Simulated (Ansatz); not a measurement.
Values for one crystal, relaxed and computed with DFT-PBEsol in the program Ansatz with PAW potentials; other levels are named.

* **Volume per atom**: 9.33 Å³
* **Electronic character**: metallic (no gap)
* **Bulk modulus (Birch–Murnaghan fit)**: 146 GPa
* **Poisson's ratio**: 0.16
* **Debye temperature from the elastic constants**: 653 K
* **Formation energy from the elements (no fitted shifts)**: -0.12 eV/atom
* **Zone-centre stability**: no imaginary mode at Γ

Q: Which compound is it?
A) BePd, CsCl type
B) SnAu, NiAs type
C) Be5Au, F-43m (Be on 16e, Be on 4c, Au on 4a)
D) K2Au3, Immm (Au on 2a, Au on 4h, K on 4j)

A: C, Be5Au, F-43m (Be on 16e, Be on 4c, Au on 4a)

The first step of the workflow began from a Materials Project structure, measured or hypothetical; the Crystallography Open Database files this formula in space group No. 216, but the cells were not matched. Whether it is the stable phase at ambient conditions was not checked. Symmetry was held in the PBEsol relaxation. As this level gives no gap, shear constants depend on the k-mesh and smearing (Fermi–Dirac, 0.1 eV here). The references are the lowest solids computed at this level, not always the standard phases. Scalar-relativistic: spin–orbit coupling is off unless named, which matters more the heavier the elements.

Potentials: the later of the program's two PAW sets.
